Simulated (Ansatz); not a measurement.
GaNi$_{6}$Ge$_{6}$, a known structure type with other elements, at an estimated volume

```
CELL_PARAMETERS angstrom
2.47215 4.28190 0.00000
-2.47215 4.28190 0.00000
0.00000 0.00000 7.73922
ATOMIC_POSITIONS crystal
Ga 0.00000 0.00000 0.00000
Ge 0.33330 0.33340 0.50000
Ge 0.66660 0.66670 0.50000
Ge 0.33330 0.33340 0.00000
Ge 0.66660 0.66670 0.00000
Ge 0.00000 0.00000 0.34450
Ge 0.00000 0.00000 0.65550
Ni 0.50000 0.50000 0.25030
Ni 0.50000 0.00000 0.25030
Ni 0.00000 0.50000 0.25030
Ni 0.00000 0.50000 0.74970
Ni 0.50000 0.00000 0.74970
Ni 0.50000 0.50000 0.74970
```

The numbers come from plane-wave PAW DFT (Ansatz): PBE, no spin polarisation, 420 eV, 8×8×5 Γ-centred k points, fermi-dirac occupations (width 0.1 eV). Nothing was relaxed.

Formation energy: -0.12 eV an atom against the elements' usual phases (free molecules for gases, crystals otherwise, with no correction for O₂ or N₂), so it is bound against them; other compounds may still compete. Relaxing would lower it.
Forces: The largest is on Ge6 (and as large on other atoms): 1.21 eV/Å, components (0.00, 0.00, -1.21). It makes 180° with the line to a nearest neighbour, Ge7 at 2.41 Å, pointing away from it.
Stress: The pressure is 15.3 GPa (compression positive), so with the atoms held at these fractions the cell would first expand; the forces are large, so a full relaxation may end otherwise. The principal stresses 14.4, 14.4, 17.2 GPa differ, so its shape would change too.
Electronic structure: It is a metal, with about 5.6 states/eV a cell as the mean within 0.25 eV of the Fermi level, mostly Ni d (51 %) and Ge p (30 %).
Charges: Bader charges in e: Ga +0.35, Ni -0.17, Ge +0.04 to +0.20. In the mean Ga gives up most and Ni takes most.

Origin: a known structure type with other elements, at an estimated volume, so it need not be a known compound. Caveats: no spin polarisation, so a magnetic state may lie lower; atoms or cell far from equilibrium.
